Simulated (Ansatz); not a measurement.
**Structure relaxation, CdSe**

The start is a generated cell, CdSe placed in the 4H structure type. A full variable-cell relaxation at zero pressure is run with PBE (plane waves to 420 eV, PAW, scalar-relativistic; Ansatz, a quantum-chemistry and plane-wave program). The first steps use a coarse 6×6×2 k-mesh.

Starting cell:
```
CELL_PARAMETERS angstrom
      4.36315     0.00000     0.00000
     -2.18157     3.77860     0.00000
      0.00000     0.00000    14.28382
ATOMIC_POSITIONS crystal
  Cd 0.00000 0.00000 0.00000
  Cd 0.00000 0.00000 0.50000
  Cd 0.66667 0.33333 0.75018
  Cd 0.33333 0.66667 0.25018
  Se 0.00000 0.00000 0.81216
  Se 0.00000 0.00000 0.31216
  Se 0.66667 0.33333 0.56329
  Se 0.33333 0.66667 0.06329
```

Q: How do the shortest distances between atoms change?

A: The closest pairs of elements (up to four, under 3.6 Å), start → end: Cd–Se 2.67 → 2.68 Å.

Q: What band gap does the relaxed structure have at this level?

A: 0.52 eV, direct at Γ (no spin-orbit coupling).

Q: Give the final cell and atomic positions.

A: 
```cif
data_Cd4Se4
_chemical_formula_sum 'Cd4 Se4'
_space_group_name_H-M_alt 'P63mc'
_space_group_IT_number 186
_space_group_name_Hall 'P 6c -2c'
_cell_length_a 4.38274
_cell_length_b 4.38274
_cell_length_c 14.30769
_cell_angle_alpha 90.000
_cell_angle_beta 90.000
_cell_angle_gamma 120.000
loop_
_atom_site_label
_atom_site_type_symbol
_atom_site_symmetry_multiplicity
_atom_site_Wyckoff_symbol
_atom_site_fract_x
_atom_site_fract_y
_atom_site_fract_z
_atom_site_occupancy
Cd1 Cd 2 a 0.00000 0.00000 0.00029 1
Cd2 Cd 2 b 0.33333 0.66667 0.25019 1
Se1 Se 2 a 0.00000 0.00000 0.31271 1
Se2 Se 2 b 0.33333 0.66667 0.06243 1
```

The space group stays P6₃mc (No. 186) (the run could not lower it); the end is AFLOW prototype AB_hP8_186_ab_ab (B5, as in SiC), with 8 atoms in the primitive cell. Final values are on a 9×9×3 k-mesh of the relaxed cell. No spin polarisation in the result.

The run could not lose the symmetry of its start; a randomly shaken copy of 8 atoms returns to this structure.

The first start was generated by placing the elements on the sites of a structure type. A measured structure of CdSe has the same space group, P6₃mc (No. 186); the sites were not compared with it.
